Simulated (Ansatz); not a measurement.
BeS:
```
CELL_PARAMETERS angstrom
      3.30048     0.00000     0.00000
     -1.65024     2.85830     0.00000
      0.00000     0.00000     5.24680
ATOMIC_POSITIONS crystal
  Be 0.00000 0.00000 0.00000
  Be 0.00000 0.00000 0.50000
  S  0.33333 0.66667 0.25000
  S  0.66667 0.33333 0.75000
```

Relaxed with DFT-PBE in the program Ansatz with PAW potentials. Indices refer to the conventional cell of P6_3/mmc, a = 3.3005 Å, b = 3.3005 Å, c = 5.2468 Å, α = 90.00°, β = 90.00°, γ = 120.00°.

Simulate the powder diffraction pattern (Cu Kα, λ = 1.54184 Å; lines above 1 %) up to 2θ = 90°.

Simulated powder pattern, Cu Kα, λ = 1.54184 Å (kinematic, ideal powder, no thermal factors, no anomalous dispersion; the 30 strongest lines at most, above 1 %, up to 2θ = 90°):

| 2θ (°) | d (Å) | I/Imax (%) | hkl |
|---|---|---|---|
| 31.29 | 2.858 | 9.7 | (1 0 -1 0) |
| 34.18 | 2.623 | 17 | (0002) |
| 35.77 | 2.510 | 100 | (1 0 -1 1) |
| 47.02 | 1.933 | 26 | (1 0 -1 2) |
| 55.70 | 1.650 | 23 | (1 1 -2 0) |
| 62.23 | 1.492 | 17 | (1 0 -1 3) |
| 66.99 | 1.397 | 12 | (1 1 -2 2) |
| 67.98 | 1.379 | 13 | (2 0 -2 1) |
| 71.99 | 1.312 | 3.5 | (0004) |
| 75.80 | 1.255 | 6.2 | (2 0 -2 2) |
| 80.58 | 1.192 | 1.0 | (1 0 -1 4) |
| 88.31 | 1.107 | 6.9 | (2 0 -2 3) |

The start of the workflow was typed in or built on a structure type; neither database checked (COD, Materials Project) lists it. COD files the formula under space group No. 216, so this cell is another polymorph or a model. Its standing as an ambient phase is unchecked. The cell was relaxed with PBE under the symmetry of its start; whether a distortion lowers the energy is not shown.

Potentials: the earlier of the program's two PAW sets.
